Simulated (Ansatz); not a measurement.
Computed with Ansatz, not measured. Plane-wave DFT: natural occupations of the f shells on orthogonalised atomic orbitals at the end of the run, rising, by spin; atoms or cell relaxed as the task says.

```
cell
1.0
     6.7380    0.0000    0.0000
     0.0000    6.7380    0.0000
     0.0000    0.0000    6.7380
Eu Ge Zn
3 6 6
Direct
  0.3600 0.0247 0.2260
  0.4065 0.4905 0.2200
  0.4697 0.4346 0.7653
  0.7217 0.7461 0.4698
  0.1870 0.2255 0.5650
  0.9285 0.9929 0.7384
  0.0900 0.3068 0.0075
  0.9986 0.7624 0.1328
  0.6201 0.7796 0.9729
  0.7209 0.1527 0.4682
  0.7300 0.1525 0.0916
  0.4420 0.9219 0.6758
  0.9228 0.5568 0.7892
  0.9243 0.4442 0.4043
  0.1594 0.7296 0.5224
```

Starting moments (μB): Eu number 1 7.43, Eu number 2 7.43, Eu number 3 7.43; others 0.

| quantity | value |
| --- | --- |
| cell charge | 0 e |
| spin | collinear |
| scf start | atoms |
| lower state search | off |
| functional | PBEsol |
| wave cutoff | 420 eV |
| k mesh | 1, 1, 1 |
| k shift | 0, 0, 0 mesh steps |
| gaussian smearing | 0.05 eV |
| task | relax cell and atoms |

Results:

```csv
shell atom,shell element,shell spin,shell occupation 1 (e),shell occupation 2 (e),shell occupation 3 (e),shell occupation 4 (e),shell occupation 5 (e),shell occupation 6 (e),shell occupation 7 (e)
1,Eu,up,0.76,0.9,0.98,0.99,0.99,1,1
1,Eu,down,0,0,0.01,0.01,0.01,0.01,0.02
2,Eu,up,0.82,0.87,0.94,0.99,0.99,1,1
2,Eu,down,0,0,0.01,0.01,0.01,0.01,0.02
3,Eu,up,0.8,0.91,0.96,0.99,0.99,1,1
3,Eu,down,0,0,0,0.01,0.01,0.01,0.01
```

Caveats: 4f shell without a U, which puts 4f levels too near the Fermi level; coarse k mesh; occupations loosely converged; open f or d shells may hold a state above the lowest.
